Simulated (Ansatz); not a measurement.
Input and command of a calculation in Ansatz (plane waves; scalar-relativistic PAW potentials unless the input names others):

```yaml
crystal:
  lattice:
    - [3.4027717875, 0.0, 0.0]
    - [0.0, 3.4027717875, 0.0]
    - [0.0, 0.0, 6.0554587304]
  atoms:
    - { symbol: Be, position: [0.7744155518, 0.2744155518, 0.8895349434] }
    - { symbol: Be, position: [0.7255844482, 0.7744155518, 0.1104650566] }
    - { symbol: Be, position: [0.2744155518, 0.2255844482, 0.1104650566] }
    - { symbol: Be, position: [0.2255844482, 0.7255844482, 0.8895349434] }
    - { symbol: F, position: [0.5, 0.0, 0.3059253268] }
    - { symbol: F, position: [0.0, 0.5, 0.6940746732] }
basis:
  ecutwfc: 420
kpoints:
  mp_grid: { grid: [12, 12, 6] }
hamiltonian:
  xc: pbe
  dispersion: d4
scf:
  occupations: { method: gaussian, width: 0.1 }
output:
  forces: true
  eigenvalues: true
  stress: true
```

```bash
ansatz run input.yaml --threads 1 --pin off --max-ram 2560MiB --backend cpu --events-out ev --progress --plain --runs-dir out
```

Abridged log:
```
Basis set: ecut = 420 eV, 1361 PW (Γ), exchange–correlation on 48×48×90 points (8 copies of the dense FFT grid, shifted against one another)
Bands: 17, of which v1, the nominal top of the filled ones, is band 11 counted from 1 (10 counted from 0)
Symmetry: 8 space group operations
k-points: 112 of 864 (time reversal used)
SCF iter   1: F=—  HF=-1988.802674 eV  |F-HF|=—  |Δ(HF+E_count)|=         —  Δρ=5.15e-3  dr2=2.91e-2  ethr=1.77e-3  ⟨swp⟩=6.1  Hψ=11535  notcnv=0  defer=11
SCF iter   2: F=—  HF=-1988.803131 eV  |F-HF|=—  |Δ(HF+E_count)|=   4.58e-4  Δρ=4.43e-3  dr2=1.81e-2  ethr=1.32e-4  ⟨swp⟩=2.1  Hψ=4224  notcnv=0  defer=169
SCF iter   3: F=—  HF=-1988.798410 eV  |F-HF|=—  |Δ(HF+E_count)|=   4.72e-3  Δρ=1.33e-3  dr2=7.03e-4  ethr=8.21e-5  ⟨swp⟩=2.0  Hψ=2808  notcnv=0  defer=169
SCF iter   4: F=—  HF=-1988.798249 eV  |F-HF|=—  |Δ(HF+E_count)|=   1.60e-4  Δρ=2.50e-4  dr2=2.29e-5  ethr=3.20e-6  ⟨swp⟩=2.1  Hψ=2904  notcnv=0  defer=167
SCF iter   5: F=—  HF=-1988.798205 eV  |F-HF|=—  |Δ(HF+E_count)|=   4.38e-5  Δρ=3.73e-5  dr2=5.63e-7  ethr=1.04e-7  ⟨swp⟩=2.0  Hψ=2730  notcnv=0  defer=167
SCF iter   6: F=-1988.798207 eV  HF=-1988.798207 eV  |F-HF|=5.58e-8  |Δ(HF+E_count)|=   1.61e-6  Δρ=5.94e-6  dr2=1.78e-8  ethr=4.55e-10  ⟨swp⟩=9.8  Hψ=10653  notcnv=0
SCF 1 converged in 6 iterations: F = -1988.798207 eV  dr2 = 1.78e-8
SCF converged after 6 iterations
Free energy (F): -1988.798207 eV
Harris-Foulkes:  -1988.798207 eV  (|F-HF|=5.58e-8)
Internal energy: -1988.794970 eV  (E = F + TS)
E sigma→0 (E₀):  -1988.796588 eV
Entropy (-TS):   -0.003237 eV (-0.540 meV/atom)
Fermi energy:    3.766169 eV
  E_disp       = -0.395765  (pairwise vdW)
--- Forces (eV/Å), atoms counted from 1 ---
  atom   1  Be     0.00094367     0.00094367    -0.00089060
  atom   2  Be    -0.00094367     0.00094367     0.00089060
  atom   3  Be     0.00094367    -0.00094367     0.00089060
  atom   4  Be    -0.00094367    -0.00094367    -0.00089060
  atom   5  F      0.00000000     0.00000000    -0.00259426
  atom   6  F      0.00000000     0.00000000     0.00259426
--- Stress (GPa, compression-positive) ---
       -0.919301       0.000000       0.000000
        0.000000      -0.919301       0.000000
        0.000000       0.000000      -0.791964
  P = ⅓ Tr σ = -0.8769 GPa (-8.769 kbar)
```

Apart from outputs, empty bands and the relaxation, which only the reference makes, the input differs from a reference run on usual settings in hamiltonian.dispersion: not typed → "d4". The reference, at the same geometry, ended its own course with pressure 0.02 GPa, largest force 0.002 eV/Å, no gap on the mesh. This run converged in 6 SCF iterations with an energy at zero smearing 65.96 meV/atom below the reference's (the Hamiltonian itself differs), pressure -0.88 GPa, largest force 0.003 eV/Å, no gap on the mesh.

It took 15 s on 1 thread of Arm Neoverse V1, on a shared host, peak memory 0.42 GiB.